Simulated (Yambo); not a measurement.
Quantum ESPRESSO input (PBEsol, PseudoDojo standard norm-conserving files, scalar-relativistic) whose wavefunctions are converted with p2y:

```
&CONTROL
  calculation = 'nscf'
  pseudo_dir = './pseudo'
  outdir = './out'
/
&SYSTEM
  ibrav = 0
  nat = 10
  ntyp = 4
  ecutwfc = 74.0
  ecutrho = 296.0
  occupations = 'fixed'
  force_symmorphic = .true.
  nbnd = 373
/
&ELECTRONS
  conv_thr = 1e-08
  diago_full_acc = .true.
  diago_thr_init = 1e-08
/
ATOMIC_SPECIES
Cl 35.4500 Cl.upf
K 39.0983 K.upf
Y 88.9058 Y.upf
Cs 132.9055 Cs.upf
CELL_PARAMETERS angstrom
  0.000000000000   5.677465000000   5.677465000000
  5.677465000000   0.000000000000   5.677465000000
  5.677465000000   5.677465000000   0.000000000000
ATOMIC_POSITIONS crystal
Cl   0.767080000000   0.232920000000   0.232920000000
Cl   0.232920000000   0.767080000000   0.767080000000
Cl   0.232920000000   0.767080000000   0.232920000000
Cl   0.767080000000   0.232920000000   0.767080000000
Cl   0.232920000000   0.232920000000   0.767080000000
Cl   0.767080000000   0.767080000000   0.232920000000
K   0.500000000000   0.500000000000   0.500000000000
Y   0.000000000000   0.000000000000   0.000000000000
Cs   0.750000000000   0.750000000000   0.750000000000
Cs   0.250000000000   0.250000000000   0.250000000000
K_POINTS automatic
1 1 1 0 0 0
```

Yambo's initialisation report on symmetry, reciprocal space, the k grid and the gaps on this mesh:

```
  [02.02] Symmetries
  ==================

  Inversion symmetry    : yes
  Spatial inversion     : yes
  Inversion index       :  25
  K-space Time-reversal : no
  Magnetic symmetries   : no
  Group table correct   : yes
  Symmetries units      :  [cc]

  [02.03] Reciprocal space
  ========================

  nG shells         :  1154
  nG charge         :  212431
  nG WFs            :  26469
  nC WFs            :  26469
  G-vecs. in first 80 shells:  [ Number ]
     1    9   15   27   51   59   65   89  113
    137   169   181   229   259   283   307   331   339
    387   411   459   531   537   561   609   645   701
    725   749   821   869   893   941   965  1037  1067
   1139  1211  1243  1291  1363  1411  1459  1471  1591
   1639  1687  1759  1807  1837  1893  1917  1989  2085
   2109  2133  2229  2277  2397  2421  2445  2565  2637
   2685  2733  2741  2837  2891  2975  3071  3119  3143
    3215   3287   3383   3479   3527   3647   3695   3719
  ...
  Shell energy in first 80 shells:  [ mHa ]
     0.0000  128.6128  171.4838  342.9676  471.5804  514.4514  685.9352  814.5480  857.4190
    1028.90      1157.52      1371.87      1500.48      1543.35      1714.84      1843.45      1886.32      2057.81
    2186.42      2229.29      2400.77      2529.39      2743.74      2872.35      2915.22      3086.71      3215.32
    3258.19      3429.68      3558.29      3601.16      3772.64      3901.26      4115.61      4244.22      4287.09
    4458.58      4587.19      4630.06      4930.16      4973.03      5144.51      5273.13      5487.48      5616.09
    5658.97      5830.45      5959.06      6001.93      6173.42      6302.03      6344.90      6516.38      6645.00
    6859.35      6987.96      7030.84      7202.32      7330.93      7373.80      7545.29      7673.90      7716.77
    7888.25      8016.87      8231.22      8359.83      8402.71      8574.19      8702.80      8745.67      8917.16
    9045.77      9088.64      9260.12      9388.74      9603.09      9731.71      9774.58      9946.06
  ...

  [02.04] K-grid lattice
  ======================

  Compatible Grid is   : 0D
  K lattice UC volume  :  0.100427 [a.u.]

  IBZ K-points                                      :  1
  BZ  K-points                                      :  1

  K/Q-points units:
  rlu = crystal or reduced units; cc = cartesian coordinates; iku = interal k-units

  K [1]          [rlu]:  0.000000  0.000000  0.000000
         WF components:  26469

  [02.05] Energies & Occupations
  ==============================

  [X] === General ===
  [X] Electronic Temperature                        :  0.000000  0.000000 [eV K]
  [X] Bosonic    Temperature                        :  0.000000  0.000000 [eV K]
  [X] Finite Temperature mode                       : no
  [X] El. density                                   :  0.21857E+24 [cm-3]
  [X] Fermi Level                                   :  1.086462 [eV]

  [X] === Gaps and Widths ===
  [X] Conduction Band Min                           :  4.959222 [eV]
  [X] Valence Band Max                              :  0.000000 [eV]
  [X] Filled Bands                                  :   40
  [X] Empty Bands                                   :    41   373
  [X] Direct Gap                                    :  4.959222 [eV]
  [X] Direct Gap localized at k                     :  1
```
The gaps are PBEsol values on this mesh alone; only operations without fractional translations are kept.

Geometry of the Materials Project entry, not relaxed at this level.
